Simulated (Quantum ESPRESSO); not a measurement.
Kohn-Sham bands of Ca$_{3}$SnO (anti-perovskite)

```yaml
crystal:
  lattice:
    - [4.82649, 0.00000, 0.00000]
    - [0.00000, 4.82649, 0.00000]
    - [0.00000, 0.00000, 4.82649]
  atoms:
    - { symbol: Ca, position: [0.50000, 0.00000, 0.50000] }
    - { symbol: Ca, position: [0.00000, 0.50000, 0.50000] }
    - { symbol: Ca, position: [0.50000, 0.50000, 0.00000] }
    - { symbol: Sn, position: [0.00000, 0.00000, 0.00000] }
    - { symbol: O, position: [0.50000, 0.50000, 0.50000] }
```

Structure: Materials Project mp-29241, symmetrised, not relaxed again. COD (Crystallography Open Database) has an entry of this formula and space group (matched by these alone). Computed values, not measurements, from PBEsol: Quantum ESPRESSO (norm-conserving PseudoDojo potentials, cutoff 68 Ry, no spin polarisation, no spin-orbit coupling) on a Γ-centred 4×4×4 mesh, then Wannier90. Density: 6×6×6 mesh, cold smearing 0.01 Ry. Spin-orbit coupling is left out although heavy elements are present.

Task: List the Kohn-Sham levels between −8 and 3.0 eV relative to the Fermi level at the high-symmetry points, as a band run of pw.x on that density gives them (levels within 2 meV counted together).

Result: 
```csv
point,k (reciprocal lattice),levels (eV)
Γ,0.000 0.000 0.000,"-7.66, -4.16 (×3), -0.10 (×2), 0.03 (×3), 0.70 (×3), 1.97"
X,0.000 0.500 0.000,"-7.12, -4.90, -4.26 (×2), -3.27, -0.90 (×2), 0.99, 1.16, 2.27, 2.56, 2.69"
M,0.500 0.500 0.000,"-6.70, -5.29 (×2), -4.39, -2.30 (×2), -1.01, 1.39, 1.96 (×2), 2.17 (×2), 2.91"
R,0.500 0.500 0.500,"-6.68, -5.34 (×3), -1.65 (×3), 0.93 (×3), 2.62 (×3)"
```
